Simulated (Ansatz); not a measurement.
An elastic tensor (GPa, Voigt order, standard axes) from DFT-r²SCAN in the program Ansatz with PAW potentials:

```
 679  65.0   102   0.0   0.0   0.0
65.0   679   102   0.0   0.0   0.0
 102   102   468   0.0   0.0   0.0
 0.0   0.0   0.0   266   0.0   0.0
 0.0   0.0   0.0   0.0   266   0.0
 0.0   0.0   0.0   0.0   0.0   307
```

Problem. Which of these materials gives this?
A) TiB2, P6/mmm (Ti on 1a, B on 2d)
B) Ti, hcp (Mg type)
C) Ti2AlC, P6_3/mmc (Ti on 4f, Al on 2d, C on 2a)
D) BP, wurtzite

Solution. A, TiB2, P6/mmm (Ti on 1a, B on 2d)

The r²SCAN relaxation kept the symmetry of its start. No spin polarisation was allowed. As this level gives no gap, shear constants depend on the k-mesh and smearing (Fermi–Dirac, 0.1 eV here).

Potentials: the earlier of the program's two PAW sets. The files were generated under PBE; for other functionals the program regenerates the frozen cores, and for LDA and PBEsol the local potential too.
